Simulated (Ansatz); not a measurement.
K2Sn2O3:
```xyz
14
Lattice="-4.1803 4.1803 4.1803 4.1803 -4.1803 4.1803 4.1803 4.1803 -4.1803" Properties=species:S:1:pos:R:3 pbc="T T T"
K      2.0133    -2.0133     2.1670
K      2.1670     2.0133    -2.0133
K      2.0133     2.0133     2.0133
K     -2.0133     2.1670     2.0133
Sn     0.0420     0.0420     0.0420
Sn    -0.0420     4.1382     0.0420
Sn     0.0420    -0.0420     4.1382
Sn     4.1382     0.0420    -0.0420
O     -2.0901     4.0384     4.1803
O      2.0901     0.1418     4.1803
O      4.1803    -2.0901     4.0384
O      4.1803     2.0901     0.1418
O      4.0384     4.1803    -2.0901
O      0.1418     4.1803     2.0901
```

r²SCAN (plane waves, PAW; program Ansatz) gives a gap of 1.50 eV without spin–orbit coupling, maximum at H, minimum on the Γ–H line, 84 % of the way from Γ.

Task: What happens when spin–orbit coupling is switched on?

Result: The gap decreases by 0.11 eV, to 1.39 eV; maximum at H, minimum on the Γ–H line, 93 % of the way from Γ.

Space group I2_13. The workflow started from a Materials Project entry (that database holds measured and hypothetical structures alike); the Crystallography Open Database copy checked does not list it. COD files the formula under space group No. 166, so this cell is another polymorph or a model. Its standing as an ambient phase is unchecked. The r²SCAN relaxation kept the symmetry of its start; whether a distortion lowers the energy is not shown.

Potentials: the later of the program's two PAW sets.
